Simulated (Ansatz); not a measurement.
## Si$_{2}$NiPt: relaxed-ion elastic tensor

All numbers below come from DFT PBE, scalar-relativistic, plane waves, PAW in Ansatz 0.2.0. Settings: 420 eV plane-wave cutoff, Γ-centred 14×14×10 mesh, Fermi-Dirac smearing of 0.15 eV. No spin polarisation.

Equilibrium structure at this level:
```yaml
crystal:
  lattice:
    - [3.30790, 0.00000, 0.00000]
    - [0.00000, 3.30790, 0.00000]
    - [0.00000, 0.00000, 4.88959]
  atoms:
    - { symbol: Si, position: [0.50000, 0.50000, 0.83556] }
    - { symbol: Si, position: [0.00000, 0.00000, 0.14935] }
    - { symbol: Ni, position: [0.00000, 0.00000, 0.67590] }
    - { symbol: Pt, position: [0.50000, 0.50000, 0.33918] }
```

The structure comes from a generated guess, relaxed at this level; another structure or a mixture of phases may lie lower. In a metal, frequencies and elastic constants depend on the k mesh and the smearing, soft modes and shear constants most. Spin–orbit coupling is left out, which matters for heavy elements.

Question: Give the relaxed-ion elastic constants (GPa, Voigt order xx yy zz yz xz xy, on the Cartesian axes of the cell above).

Answer:
C11 = 192.6, C12 = 155.1, C13 = 128.7, C22 = 192.6, C23 = 128.7, C33 = 348.5, C44 = 89.6, C55 = 89.6, C66 = 96.1 GPa; the others vanish.

Question: Is the crystal stable against homogeneous strain?

Answer: Yes: the least eigenvalue of the tensor is 37.5 GPa.

Question: And the moduli of a polycrystal (Hill averages)?

Answer: B = 170 GPa, G = 64 GPa, E = 170 GPa, ν = 0.33.
